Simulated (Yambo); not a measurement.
G0W0@LDA for KAs4ClO6 (space group P6/mmm, No. 191) in Yambo. Reference settings: 3×3×1 Γ-centred k mesh, 249 bands and a 6 Ry block in the screening, 249 bands in G with the Bruneval-Gonze terminator, plasmon pole fitted at 27.2 eV. The LDA gap Γ → Γ on this mesh is 3.37 eV; G0W0 gaps are taken between the same points.

```csv
change from the reference,G0W0 gap Γ → Γ (eV),shift of the valence edge (eV)
reference settings,5.17,-0.85
wavefunctions cut at 20 Ry,5.29,-0.69
"84 bands in W, 84 bands in G, 2 Ry block",5.63,-0.64
"3 Ry block, no terminator",5.05,-0.64
"112 bands in W, 112 bands in G, 3 Ry block",5.28,-0.60
"112 bands in W, 112 bands in G",5.36,-0.63
"84 bands in W, 84 bands in G, no terminator",(withheld),-0.18
"200 bands in W, 200 bands in G, 4 Ry block",(withheld),-0.74
```

Question: Estimate the withheld gaps from the other rows; the computed values follow.

Answer: 
- 84 bands in W, 84 bands in G, no terminator, G0W0 gap Γ → Γ (eV): 5.64
- 200 bands in W, 200 bands in G, 4 Ry block, G0W0 gap Γ → Γ (eV): 5.12

The reference isn't shown to be the converged limit. The mesh misses a band edge: along a dense path the LDA gap is 3.25 eV against 3.37 eV on the mesh.

The standard potential for As keeps a d shell in the valence without the s and p states of that shell. In tests on such compounds this moved G0W0 gaps by up to about 0.9 eV, so absolute quasiparticle energies here are unreliable; differences between settings are what counts.

Spin-orbit coupling is not included.

Geometry of the Materials Project entry, not relaxed at this level; primitive cell a = b = 5.253 Å, c = 8.946 Å, α = β = 90.00°, γ = 120.00°.

A shift is the quasiparticle energy of the state minus its LDA energy.
